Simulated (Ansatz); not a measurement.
TiTeS in space group P3m1 (No. 156; Ti on 1b, Te on 1a, S on 1c) at seven volumes, r²SCAN+D4 in the plane-wave PAW code Ansatz, shape and atoms relaxed at each. One row is withheld.

```tsv
V (Å³/atom)	P (GPa)
21.604	3.59
22.316	2.05
23.029	0.88
23.741	0.00
24.453	-0.62
25.165	?
25.878	-1.20
```

Problem. Fit the shown pressures and predict the withheld one.

Solution. Third-order Birch–Murnaghan: P = (3/2)B₀(x^(7/2) − x^(5/2))[1 + (3/4)(B′ − 4)(x − 1)] with x = (V₀/V)^(2/3). Least squares on the six rows gives V₀ = 23.750 Å³/atom, B₀ = 23.59 GPa, B′ = 10.86. At V = 25.165, x = 0.9622 and P = -0.98 GPa. The run itself gave -1.00 GPa.

The first step of the workflow began from a Materials Project structure, measured or hypothetical; the Crystallography Open Database copy checked does not list it. Its standing as an ambient phase is unchecked. The r²SCAN+D4 relaxation kept the symmetry of its start; its stability against distortions is not shown here. The run is not spin-polarised. Spin–orbit coupling is left out wherever it is not named.

Potentials: the later of the program's two PAW sets.
